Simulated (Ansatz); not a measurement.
## Is this ZnIn₂Cl₄ structure stable?

The structure comes from a generated guess, relaxed at this level; another structure or a mixture of phases may lie lower.

Method: Ansatz, DFT PBE, scalar-relativistic, plane waves, PAW. The final run on the 7-atom cell used 420 eV, a Γ-centred 6×6×6 mesh, 0.02 eV smearing and no spin polarisation.

```yaml
crystal:
  lattice:
    - [-3.72328, 3.72328, 4.09820]
    - [3.72328, -3.72328, 4.09820]
    - [3.72328, 3.72328, -4.09820]
  atoms:
    - { symbol: Zn, position: [0.00000, 0.00000, 0.00000] }
    - { symbol: In, position: [0.75000, 0.25000, 0.50000] }
    - { symbol: In, position: [0.25000, 0.75000, 0.50000] }
    - { symbol: Cl, position: [0.22402, 0.22402, 0.44805] }
    - { symbol: Cl, position: [0.22402, 0.77598, 0.00000] }
    - { symbol: Cl, position: [0.77598, 0.77598, 0.55195] }
    - { symbol: Cl, position: [0.77598, 0.22402, 0.00000] }
```

Energies over the elements count from the elements' standard structures at the same level (Cl₂ as a molecule), with no fitted energy shifts.

**Question.** These tests were run: energy against the elements; phonons at Γ. What do they show?

**Answer.**

```
                       test                            result
energy against the elements                    −0.924 eV/atom
               phonons at Γ  imaginary modes down to 44i cm⁻¹
```

It fails one test: phonons at Γ. So it isn't even a local minimum.

The run for the phonons used a 6×6×6 k mesh.
